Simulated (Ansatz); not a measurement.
**Ag2S as a free-standing sheet: computed properties**

Ag$_{2}$S:
```yaml
crystal:
  lattice:
    - [5.60019, 0.00000, 0.00000]
    - [0.00000, 5.60019, 0.00000]
    - [0.00000, 0.00000, 31.00000]
  atoms:
    - { symbol: Ag, position: [0.75000, 0.25000, 0.50000] }
    - { symbol: Ag, position: [0.25000, 0.75000, 0.50000] }
    - { symbol: S, position: [0.00000, 0.50000, 0.54181] }
    - { symbol: Ag, position: [0.25000, 0.25000, 0.50000] }
    - { symbol: Ag, position: [0.75000, 0.75000, 0.50000] }
    - { symbol: S, position: [0.50000, 0.00000, 0.45819] }
```
Free-standing layer in the xy plane with vacuum along z and no interaction between images.

Method: the program Ansatz at the LDA level (PAW). Lattice and atoms are relaxed at this level; other levels are named.

### Structure

```json
{
  "In-plane lattice": "a = 5.600 Å",
  "distance_between_the_outermost_nuclei": "2.59 Å"
}
```

### Electronic structure

```json
{
  "band_gap": "1.22 eV (direct)",
  "valence_band_maximum": "at Γ",
  "conduction_band_minimum": "at Γ",
  "Ionisation potential (Kohn–Sham)": "5.85 eV",
  "Electron affinity (Kohn–Sham)": "4.64 eV",
  "Electron effective mass, in the valley at Γ": "0.10 mₑ",
  "Hole effective mass, in the valley at Γ": "band 1: 2.9 mₑ; band 2: 0.099 mₑ"
}
```

Space group P4/nmm. The layer was cut from a bulk entry of the Materials Project (measured or hypothetical); whether that bulk phase is the ambient one, and whether the layer has been isolated, was not checked. The cell was relaxed with LDA under the symmetry of its start; its stability against distortions is not shown here. The run is not spin-polarised. Spin–orbit coupling is left out wherever it is not named.

Potentials: the later of the program's two PAW sets.
